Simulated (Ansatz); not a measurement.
MoP:
Space group P-6m2 (No. 187); a = b = 3.2068 Å, c = 3.1736 Å, α = β = 90.00°, γ = 120.00°

```
atom  site  symmetry       x       y       z
----  ----  --------  ------  ------  ------
Mo      1a      -6m2  0.0000  0.0000  0.0000
P       1d      -6m2  0.3333  0.6667  0.5000
```

Relaxed at zero pressure with the program Ansatz at the PBEsol level (PAW).

### Question
The volume is lowered by 3 % and shape and atoms relax at that volume. What pressure results, and how do the axes share the change?

### Answer
7.6 GPa; a -1.2 %, b -1.2 %, c -0.6 %; the energy rises by 10 meV/atom.

### Question
Give the new structure.

### Answer

Space group P-6m2 (No. 187); a = b = 3.167 Å, c = 3.156 Å, α = β = 90.00°, γ = 120.00°

| atom | site | symmetry | x | y | z |
|---|---|---|---|---|---|
| Mo | 1a | -6m2 | 0.0000 | 0.0000 | 0.0000 |
| P | 1d | -6m2 | 0.3333 | 0.6667 | 0.5000 |

The phase is kept; no other phase was compared at this pressure.

The cell was relaxed with PBEsol under the symmetry of its start; of distortions, only those at the zone centre were tested. No spin polarisation was allowed.

Potentials: the earlier of the program's two PAW sets.
